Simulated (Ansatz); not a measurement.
A relaxation computed with Ansatz, from input to last step.

```yaml
crystal:
  lattice:
    - [5.302456592, -0.0263705193, 0.0174004516]
    - [-1.7635328336, 8.5317329538, 0.0063369297]
    - [-0.3232709194, -3.5025801267, 9.2843927383]
  atoms:
    - { symbol: H, position: [0.8873475346, 0.2675387801, 0.054074482] }
    - { symbol: H, position: [0.1126524654, 0.7324612199, 0.945925518] }
    - { symbol: H, position: [0.828839926, 0.0887314482, 0.8905625756] }
    - { symbol: H, position: [0.171160074, 0.9112685518, 0.1094374244] }
    - { symbol: H, position: [0.6810432846, 0.2615368079, 0.9052695674] }
    - { symbol: H, position: [0.3189567154, 0.7384631921, 0.0947304326] }
    - { symbol: H, position: [0.1008578263, 0.9226983358, 0.6824406863] }
    - { symbol: H, position: [0.8991421737, 0.0773016642, 0.3175593137] }
    - { symbol: H, position: [0.4461006795, 0.9616230266, 0.6811215869] }
    - { symbol: H, position: [0.5538993205, 0.0383769734, 0.3188784131] }
    - { symbol: H, position: [0.3019391164, 0.9559316873, 0.8424388096] }
    - { symbol: H, position: [0.6980608836, 0.0440683127, 0.1575611904] }
    - { symbol: C, position: [0.8524826975, 0.2246913783, 0.9366050709] }
    - { symbol: C, position: [0.1475173025, 0.7753086217, 0.0633949291] }
    - { symbol: C, position: [0.0568752215, 0.2396749672, 0.6946968386] }
    - { symbol: C, position: [0.9431247785, 0.7603250328, 0.3053031614] }
    - { symbol: C, position: [0.5270019071, 0.674074012, 0.7538489143] }
    - { symbol: C, position: [0.4729980929, 0.325925988, 0.2461510857] }
    - { symbol: C, position: [0.2802694399, 0.9038698108, 0.7246826184] }
    - { symbol: C, position: [0.7197305601, 0.0961301892, 0.2753173816] }
    - { symbol: S, position: [0.1392825162, 0.3308315668, 0.8820957331] }
    - { symbol: S, position: [0.8607174838, 0.6691684332, 0.1179042669] }
    - { symbol: S, position: [0.293468475, 0.3002346504, 0.5830698231] }
    - { symbol: S, position: [0.706531525, 0.6997653496, 0.4169301769] }
    - { symbol: S, position: [0.5934461318, 0.4701859844, 0.7233880258] }
    - { symbol: S, position: [0.4065538682, 0.5298140156, 0.2766119742] }
    - { symbol: S, position: [0.2416092284, 0.6789889349, 0.6625451137] }
    - { symbol: S, position: [0.7583907716, 0.3210110651, 0.3374548863] }
    - { symbol: O, position: [0.8587685895, 0.1375321652, 0.6325727117] }
    - { symbol: O, position: [0.1412314105, 0.8624678348, 0.3674272883] }
    - { symbol: O, position: [0.6863743871, 0.7943096866, 0.8348017926] }
    - { symbol: O, position: [0.3136256129, 0.2056903134, 0.1651982074] }
basis:
  ecutwfc: 500
kpoints:
  mp_grid: { grid: [4, 4, 2] }
hamiltonian:
  xc: r2scan
  dispersion: d3bj
scf:
  occupations: { method: gaussian, width: 0.02 }
output:
  forces: true
  stress: true
  eigenvalues: true
relax:
  adjacent_minimum: "off"
  f_tol: 0.02
  max_steps: 50
  cell: { stress_tol: 0.03 }
```

```bash
ansatz run input.yaml --threads 8 --pin off --max-ram 16384MiB --backend cpu --events-out ev --progress --plain --runs-dir out
```

These are results of DFT r2SCAN+D3(BJ), scalar-relativistic, plane waves, PAW in Ansatz, not measurements.

Of 12 frames 6 are shown, positions in Å and forces in eV/Å; the SCF threshold varies from step to step. Steps run on the plane waves of an earlier cell, with a Pulay correction in the pressure. The basis is chosen afresh for the last frame, the zero of the energies, and can be on the way; energy and pressure step there, also at an unchanged geometry.

```xyz
32
Lattice="5.3025 -0.0264 0.0174 -1.7635 8.5317 0.0063 -0.3233 -3.5026 9.2844" Properties=species:S:1:pos:R:3:forces:R:3 pbc="T T T" step=1 free_energy_over_end_meV_per_atom=1.52 pressure_GPa=-1.58
H     4.2158    2.0698    0.5192   -0.0120    0.0090   -0.2350
H    -1.0002    2.9330    8.7889    0.0120   -0.0090    0.2350
H     3.9505   -2.3841    8.2833   -0.0100    0.2190    0.0810
H    -0.7349    7.3869    1.0248    0.0100   -0.2190   -0.0810
H     2.8573   -0.9574    8.4184    0.2070   -0.0840    0.0500
H     0.3583    5.9602    0.8897   -0.2070    0.0840   -0.0500
H    -1.3130    5.4793    6.3436    0.1890   -0.0600    0.0790
H     4.5287   -0.4765    2.9645   -0.1890    0.0600   -0.0790
H     0.4494    5.8069    6.3377   -0.1510   -0.1400    0.0790
H     2.7663   -0.8041    2.9705    0.1510    0.1400   -0.0790
H    -0.3571    5.1971    7.8328    0.0050   -0.0210   -0.2120
H     3.5728   -0.1943    1.4753   -0.0050    0.0210    0.2120
C     3.8212   -1.3860    8.7121   -0.0850   -0.0800    0.0570
C    -0.6056    6.3888    0.5961    0.0850    0.0800   -0.0570
C    -0.3457   -0.3899    6.4523   -0.3130   -0.2380   -0.2120
C     3.5613    5.3927    2.8558    0.3130    0.2380    0.2120
C     1.3620    3.0967    7.0125    0.2000    0.2630    0.2580
C     1.8537    1.9061    2.2957   -0.2000   -0.2630   -0.2580
C    -0.3422    5.1659    6.7388   -0.0360    0.1130    0.0340
C     3.5578   -0.1631    2.5693    0.0360   -0.1130   -0.0340
S    -0.1300   -0.2707    8.1942   -0.1580   -0.1330   -0.1710
S     3.3457    5.2735    1.1139    0.1580    0.1330    0.1710
S     0.8381    0.5115    5.4205    0.0260   -0.0230    0.2170
S     2.3775    4.4912    3.8877   -0.0260    0.0230   -0.2170
S     2.0837    1.4621    6.7295   -0.1720    0.0560   -0.1100
S     1.1320    3.5407    2.5786    0.1720   -0.0560    0.1100
S    -0.1305    3.4660    6.1598    0.1710    0.1260    0.1770
S     3.3461    1.5368    3.1483   -0.1710   -0.1260   -0.1770
O     4.1065   -1.0649    5.8889    0.4850    0.3760    0.3560
O    -0.8909    6.0677    3.4193   -0.4850   -0.3760   -0.3560
O     1.9688    3.8348    7.7676   -0.3490   -0.4080   -0.4370
O     1.2468    1.1680    1.5405    0.3490    0.4080    0.4370
32
Lattice="5.2565 0.0051 0.0021 -1.6979 8.4691 -0.0061 -0.3676 -3.5020 9.1620" Properties=species:S:1:pos:R:3:forces:R:3 pbc="T T T" step=3 free_energy_over_end_meV_per_atom=0.10 pressure_GPa=0.12
H     4.1847    2.0904    0.4891   -0.0070   -0.0060    0.0190
H    -0.9937    2.8818    8.6689    0.0070    0.0060   -0.0190
H     3.9103   -2.3624    8.1460   -0.0010   -0.0130   -0.0040
H    -0.7193    7.3345    1.0120    0.0010    0.0130    0.0040
H     2.8056   -0.9569    8.2554   -0.0150    0.0000   -0.0030
H     0.3854    5.9291    0.9026    0.0150    0.0000    0.0030
H    -1.3216    5.4387    6.2908   -0.0150    0.0120   -0.0040
H     4.5126   -0.4665    2.8672    0.0150   -0.0120    0.0040
H     0.4305    5.7633    6.2718    0.0090    0.0130   -0.0080
H     2.7604   -0.7911    2.8862   -0.0090   -0.0130    0.0080
H    -0.3558    5.1320    7.7560    0.0040    0.0010    0.0180
H     3.5468   -0.1599    1.4020   -0.0040   -0.0010   -0.0180
C     3.7615   -1.3717    8.5663    0.0240    0.0160   -0.0080
C    -0.5705    6.3439    0.5917   -0.0240   -0.0160    0.0080
C    -0.3530   -0.4039    6.3434    0.0240    0.1180    0.0210
C     3.5440    5.3761    2.8146   -0.0240   -0.1180   -0.0210
C     1.3527    3.0659    6.8788   -0.1040   -0.1160    0.0610
C     1.8383    1.9063    2.2792    0.1040    0.1160   -0.0610
C    -0.3532    5.1222    6.6685    0.0030   -0.0260   -0.0060
C     3.5442   -0.1500    2.4895   -0.0030    0.0260    0.0060
S    -0.1526   -0.2802    8.0790    0.0170   -0.0450   -0.0090
S     3.3436    5.2524    1.0790   -0.0170    0.0450    0.0090
S     0.8309    0.4836    5.3121   -0.0130   -0.0580   -0.0070
S     2.3601    4.4886    3.8459    0.0130    0.0580    0.0070
S     2.0677    1.4352    6.6029    0.0190    0.0550    0.0040
S     1.1233    3.5370    2.5551   -0.0190   -0.0550   -0.0040
S    -0.1477    3.4382    6.0598    0.0190    0.0210    0.0110
S     3.3387    1.5340    3.0982   -0.0190   -0.0210   -0.0110
O     4.0526   -1.0338    5.7701   -0.0460   -0.0860   -0.0350
O    -0.8616    6.0060    3.3879    0.0460    0.0860    0.0350
O     1.9571    3.7945    7.6305    0.0760    0.0890    0.0190
O     1.2339    1.1777    1.5275   -0.0760   -0.0890   -0.0190
32
Lattice="5.2598 0.0073 -0.0068 -1.6952 8.4986 -0.0330 -0.3851 -3.5471 9.1319" Properties=species:S:1:pos:R:3:forces:R:3 pbc="T T T" step=5 free_energy_over_end_meV_per_atom=0.01 pressure_GPa=0.08
H     4.1884    2.0880    0.4741    0.0100   -0.0120   -0.0020
H    -1.0090    2.8708    8.6179   -0.0100    0.0120    0.0020
H     3.8967   -2.3952    8.0898    0.0000    0.0020    0.0200
H    -0.7173    7.3541    1.0022    0.0000   -0.0020   -0.0200
H     2.7912   -0.9931    8.2164   -0.0180    0.0090   -0.0100
H     0.3883    5.9519    0.8756    0.0180   -0.0090    0.0100
H    -1.3287    5.4413    6.2460    0.0140    0.0070    0.0010
H     4.5082   -0.4824    2.8460   -0.0140   -0.0070   -0.0010
H     0.4277    5.7464    6.2188    0.0010    0.0210   -0.0110
H     2.7518   -0.7875    2.8732   -0.0010   -0.0210    0.0110
H    -0.3637    5.1549    7.7159    0.0020   -0.0200    0.0100
H     3.5432   -0.1961    1.3761   -0.0020    0.0200   -0.0100
C     3.7487   -1.4086    8.5213   -0.0140   -0.0170   -0.0040
C    -0.5693    6.3675    0.5707    0.0140    0.0170    0.0040
C    -0.3828   -0.4216    6.3140    0.0520   -0.0040    0.0430
C     3.5623    5.3804    2.7780   -0.0520    0.0040   -0.0430
C     1.3208    3.0469    6.8728   -0.0060    0.0270   -0.0970
C     1.8586    1.9119    2.2192    0.0060   -0.0270    0.0970
C    -0.3623    5.1212    6.6284   -0.0220    0.0000    0.0150
C     3.5417   -0.1623    2.4636    0.0220    0.0000   -0.0150
S    -0.1733   -0.3149    8.0497    0.0190    0.0010   -0.0280
S     3.3528    5.2737    1.0423   -0.0190   -0.0010    0.0280
S     0.8041    0.4656    5.2887   -0.0080    0.0140   -0.0320
S     2.3753    4.4932    3.8033    0.0080   -0.0140    0.0320
S     2.0404    1.4233    6.5782    0.0100   -0.0140    0.0400
S     1.1390    3.5355    2.5138   -0.0100    0.0140   -0.0400
S    -0.1738    3.4264    6.0479   -0.0050   -0.0090    0.0020
S     3.3532    1.5324    3.0441    0.0050    0.0090   -0.0020
O     4.0293   -1.0541    5.7308   -0.0190   -0.0130   -0.0250
O    -0.8498    6.0130    3.3613    0.0190    0.0130    0.0250
O     1.9378    3.7832    7.6079    0.0200    0.0090    0.0570
O     1.2417    1.1756    1.4842   -0.0200   -0.0090   -0.0570
32
Lattice="5.2688 0.0137 -0.0037 -1.6880 8.4894 -0.0432 -0.3844 -3.5545 9.1334" Properties=species:S:1:pos:R:3:forces:R:3 pbc="T T T" step=8 free_energy_over_end_meV_per_atom=-0.10 pressure_GPa=0.02
H     4.2136    2.0992    0.4608    0.0000    0.0020    0.0050
H    -1.0172    2.8493    8.6257    0.0000   -0.0020   -0.0050
H     3.9208   -2.3991    8.0861    0.0010   -0.0060   -0.0010
H    -0.7244    7.3476    1.0003   -0.0010    0.0060    0.0010
H     2.8217   -0.9899    8.1991    0.0010    0.0000   -0.0010
H     0.3747    5.9384    0.8874   -0.0010    0.0000    0.0010
H    -1.3253    5.4252    6.2762   -0.0030    0.0000    0.0000
H     4.5217   -0.4766    2.8103    0.0030    0.0000    0.0000
H     0.4267    5.7457    6.2415    0.0010    0.0000   -0.0020
H     2.7697   -0.7972    2.8449   -0.0010    0.0000    0.0020
H    -0.3486    5.1235    7.7365    0.0010    0.0020    0.0020
H     3.5450   -0.1750    1.3500   -0.0010   -0.0020   -0.0020
C     3.7765   -1.4089    8.5093   -0.0050    0.0010   -0.0050
C    -0.5801    6.3574    0.5772    0.0050   -0.0010    0.0050
C    -0.3531   -0.4323    6.2986   -0.0090   -0.0090   -0.0070
C     3.5495    5.3808    2.7879    0.0090    0.0090    0.0070
C     1.3421    3.0436    6.8634   -0.0070   -0.0030    0.0120
C     1.8542    1.9049    2.2231    0.0070    0.0030   -0.0120
C    -0.3547    5.1072    6.6485   -0.0010    0.0050    0.0060
C     3.5511   -0.1587    2.4379    0.0010   -0.0050   -0.0060
S    -0.1465   -0.3296    8.0338    0.0060    0.0040    0.0120
S     3.3429    5.2781    1.0527   -0.0060   -0.0040   -0.0120
S     0.8294    0.4629    5.2751    0.0070    0.0060   -0.0010
S     2.3670    4.4856    3.8114   -0.0070   -0.0060    0.0010
S     2.0622    1.4196    6.5714    0.0030   -0.0030   -0.0020
S     1.1342    3.5290    2.5151   -0.0030    0.0030    0.0020
S    -0.1565    3.4210    6.0468   -0.0040   -0.0050   -0.0120
S     3.3529    1.5275    3.0397    0.0040    0.0050    0.0120
O     4.0689   -1.0581    5.7155   -0.0010    0.0040    0.0010
O    -0.8726    6.0067    3.3710    0.0010   -0.0040   -0.0010
O     1.9554    3.7756    7.6072    0.0080    0.0010    0.0010
O     1.2410    1.1730    1.4793   -0.0080   -0.0010   -0.0010
32
Lattice="5.2689 0.0137 -0.0035 -1.6880 8.4902 -0.0448 -0.3840 -3.5565 9.1326" Properties=species:S:1:pos:R:3:forces:R:3 pbc="T T T" step=10 free_energy_over_end_meV_per_atom=-0.10 pressure_GPa=0.00
H     4.2129    2.1001    0.4607   -0.0010    0.0010    0.0010
H    -1.0160    2.8473    8.6236    0.0010   -0.0010   -0.0010
H     3.9217   -2.4015    8.0858    0.0010   -0.0010    0.0000
H    -0.7248    7.3489    0.9985   -0.0010    0.0010    0.0000
H     2.8227   -0.9917    8.1968    0.0020    0.0000   -0.0010
H     0.3742    5.9391    0.8875   -0.0020    0.0000    0.0010
H    -1.3254    5.4240    6.2756   -0.0010   -0.0010    0.0010
H     4.5224   -0.4766    2.8087    0.0010    0.0010   -0.0010
H     0.4265    5.7451    6.2396    0.0000   -0.0010   -0.0010
H     2.7705   -0.7978    2.8447    0.0000    0.0010    0.0010
H    -0.3476    5.1231    7.7355    0.0010    0.0000    0.0000
H     3.5445   -0.1758    1.3488   -0.0010    0.0000    0.0000
C     3.7772   -1.4108    8.5082   -0.0020    0.0000   -0.0010
C    -0.5802    6.3582    0.5761    0.0020    0.0000    0.0010
C    -0.3521   -0.4341    6.2975   -0.0120    0.0030   -0.0040
C     3.5491    5.3815    2.7868    0.0120   -0.0030    0.0040
C     1.3416    3.0416    6.8646    0.0080    0.0110   -0.0100
C     1.8554    1.9058    2.2196   -0.0080   -0.0110    0.0100
C    -0.3545    5.1065    6.6475    0.0010    0.0010    0.0020
C     3.5514   -0.1591    2.4368   -0.0010   -0.0010   -0.0020
S    -0.1451   -0.3320    8.0332    0.0030   -0.0010    0.0010
S     3.3421    5.2793    1.0511   -0.0030    0.0010   -0.0010
S     0.8304    0.4621    5.2741    0.0030    0.0010    0.0020
S     2.3666    4.4852    3.8102   -0.0030   -0.0010   -0.0020
S     2.0632    1.4184    6.5705   -0.0020   -0.0030    0.0030
S     1.1337    3.5290    2.5138    0.0020    0.0030   -0.0030
S    -0.1559    3.4200    6.0456   -0.0020   -0.0040    0.0020
S     3.3529    1.5274    3.0387    0.0020    0.0040   -0.0020
O     4.0687   -1.0579    5.7146    0.0050    0.0010    0.0030
O    -0.8718    6.0053    3.3697   -0.0050   -0.0010   -0.0030
O     1.9561    3.7742    7.6068   -0.0050   -0.0060    0.0060
O     1.2409    1.1732    1.4775    0.0050    0.0060   -0.0060
32
Lattice="5.2706 0.0156 -0.0040 -1.6855 8.4939 -0.0537 -0.3863 -3.5682 9.1243" Properties=species:S:1:pos:R:3:forces:R:3 pbc="T T T" step=12 free_energy_over_end_meV_per_atom=0.00 pressure_GPa=0.00
H     4.2131    2.1072    0.4561   -0.0010    0.0020    0.0000
H    -1.0143    2.8341    8.6105    0.0010   -0.0020    0.0000
H     3.9232   -2.4080    8.0747    0.0010    0.0000    0.0000
H    -0.7244    7.3492    0.9920   -0.0010    0.0000    0.0000
H     2.8237   -0.9981    8.1811    0.0000    0.0000   -0.0010
H     0.3751    5.9394    0.8856    0.0000    0.0000    0.0010
H    -1.3285    5.4166    6.2712   -0.0010   -0.0010    0.0010
H     4.5273   -0.4754    2.7954    0.0010    0.0010   -0.0010
H     0.4228    5.7396    6.2295   -0.0010    0.0000   -0.0010
H     2.7760   -0.7983    2.8372    0.0010    0.0000    0.0010
H    -0.3455    5.1171    7.7281    0.0000    0.0000    0.0010
H     3.5443   -0.1759    1.3385    0.0000    0.0000   -0.0010
C     3.7775   -1.4166    8.4951   -0.0010   -0.0020    0.0010
C    -0.5787    6.3579    0.5715    0.0010    0.0020   -0.0010
C    -0.3532   -0.4392    6.2867   -0.0090   -0.0030   -0.0030
C     3.5520    5.3805    2.7799    0.0090    0.0030    0.0030
C     1.3409    3.0359    6.8555    0.0060    0.0140    0.0070
C     1.8579    1.9053    2.2111   -0.0060   -0.0140   -0.0070
C    -0.3561    5.1003    6.6402    0.0020    0.0020   -0.0010
C     3.5549   -0.1590    2.4264   -0.0020   -0.0020    0.0010
S    -0.1458   -0.3398    8.0225    0.0030    0.0000   -0.0020
S     3.3446    5.2811    1.0441   -0.0030    0.0000    0.0020
S     0.8303    0.4571    5.2646    0.0050    0.0030   -0.0010
S     2.3685    4.4842    3.8020   -0.0050   -0.0030    0.0010
S     2.0624    1.4130    6.5622   -0.0030   -0.0060   -0.0030
S     1.1364    3.5282    2.5045    0.0030    0.0060    0.0030
S    -0.1572    3.4140    6.0376   -0.0020   -0.0030   -0.0050
S     3.3560    1.5273    3.0291    0.0020    0.0030    0.0050
O     4.0691   -1.0603    5.7026    0.0060    0.0030    0.0030
O    -0.8703    6.0016    3.3640   -0.0060   -0.0030   -0.0030
O     1.9545    3.7682    7.5991   -0.0050   -0.0080   -0.0030
O     1.2443    1.1731    1.4676    0.0050    0.0080    0.0030
```

The run took 3.4 min on 8 threads of Arm Neoverse V1, on a shared host, peak memory 3.3 GiB.

The D3 damping used with r2SCAN was fitted together with a three-body term that is left out here.